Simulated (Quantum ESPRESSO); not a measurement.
# Planted mistakes on one cell of Al3MgAs3S

Calculated results; nothing here was measured. They come from pw.x of Quantum ESPRESSO 7.5, a plane-wave density functional program, with PseudoDojo standard norm-conserving files (v0.5 for PBE, v0.4.1 for LDA and PBEsol). The cells are made up: elements, strain and atom displacements were drawn at random, and nothing was relaxed. There is no spin polarisation, spin-orbit coupling or dispersion term.

The cell has 8 sites of a zincblende or diamond lattice. Sites 1 to 4 hold Al Mg Al Al; sites 5 to 8 hold As S As As. Cell vectors in Å: (5.593, -0.057, 0.044); (-0.057, 5.586, -0.059); (0.044, -0.059, 5.659). Settings: PBE, cutoff 1143 eV, 4 x 4 x 4 k mesh shifted by half a step, Fermi-Dirac smearing of 0.025 eV.

The intended run has a self-consistency threshold of 1e-07 eV, a smearing term of 0.000 eV, a pressure of 5.11 GPa and 9 iterations. Each further run changes one thing: all lengths scaled by 1.0177; atoms of sites 2 and 3 exchanged; cutoff 799 eV; files of PBEsol; k mesh 2 x 2 x 2; one electron removed; smearing 0.6 eV; threshold 0.7 eV. A coarse mesh keeps the shift, and a charged cell sits in a uniform background.

| run | change of free energy (eV) | smearing term -TS (eV) | change of P (GPa) | largest change of a force component (eV/Å) | iterations |
| --- | --- | --- | --- | --- | --- |
| A | 13.046 | 0.000 | -2.01 | 0.067 | 9 |
| B | -6.351 | -0.003 | -9.68 | 0.546 | 11 |
| C | -0.682 | -2.122 | 0.76 | 0.480 | 10 |
| D | -0.185 | 0.000 | -3.85 | 0.279 | 9 |
| E | -0.056 | 0.000 | -0.07 | 1.128 | 10 |
| F | 8.024 | 0.000 | -64.28 | 0.016 | 10 |
| G | 0.332 | 0.000 | 0.35 | 0.060 | 9 |
| H | 0.069 | 0.000 | -2.19 | 1.476 | 3 |

A rerun of the intended cell at 1437 eV and k mesh 6 x 6 x 6 moved values by no more than 0.007 eV in the cell's energy, 0.02 GPa in stress and 0.004 eV/Å in force.

Question: which change belongs to which run?

## Worked reading

Run H has the fewest iterations, as a run stopped early does. Run C has the largest smearing term, as wide smearing gives. Run F has a higher energy and the largest fall in pressure, as too small a basis gives. Run D changes the volume by a factor of 1.0540; minus its pressure change over the logarithm of that factor, 73 GPa, is a rough bulk modulus with clamped atoms. Energies from files of another functional, or of a charged cell, have another zero and say nothing on stability; the pressure of a charged cell rests on the program's zero of potential too.

## Key

```
run                            change
  A                   files of PBEsol
  B              one electron removed
  C                   smearing 0.6 eV
  D      all lengths scaled by 1.0177
  E  atoms of sites 2 and 3 exchanged
  F                     cutoff 799 eV
  G                  k mesh 2 x 2 x 2
  H                  threshold 0.7 eV
```